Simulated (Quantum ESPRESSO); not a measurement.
Na4BrCl3, space group Pm-3m (No. 221):

```
CELL_PARAMETERS angstrom
      5.76414     0.00000     0.00000
      0.00000     5.76414     0.00000
      0.00000     0.00000     5.76414
ATOMIC_POSITIONS crystal
  Na 0.00000 0.00000 0.00000
  Br 0.50000 0.00000 0.00000
  Na 0.00000 0.50000 0.50000
  Cl 0.50000 0.50000 0.50000
  Na 0.50000 0.00000 0.50000
  Cl 0.00000 0.00000 0.50000
  Na 0.50000 0.50000 0.00000
  Cl 0.00000 0.50000 0.00000
```
The cell was made here from a computed Materials Project entry: one of 4 Cl replaced by Br, cell and atoms relaxed (PBE without dispersion, pw.x of a modified build of Quantum ESPRESSO, symmetry kept). The parent is NaCl in Fm-3m. The swapped cell is a model, not a known phase. Stability against distortions was not tested.

```csv
site,Wyckoff letter,site symmetry
Na1,c,4/mmm
Br,b,m-3m
Na2,a,m-3m
Cl,d,4/mmm
```

Cores are frozen.

Question: Where does symmetry force the field gradient to vanish or to be axial, and what does PBE PAW (JTH datasets; density from pw.x of Quantum ESPRESSO, gradients reconstructed from it by a script) give?

Answer: 
```
site                                by symmetry  Vzz (a.u.)  η_Q
----  -----------------------------------------  ----------  ---
Na1   axial, η = 0 (an axis of order 3 or more)  under 0.02    –
Br                        vanishes (cubic site)           0    –
Na2                       vanishes (cubic site)           0    –
Cl    axial, η = 0 (an axis of order 3 or more)  under 0.02    –
```
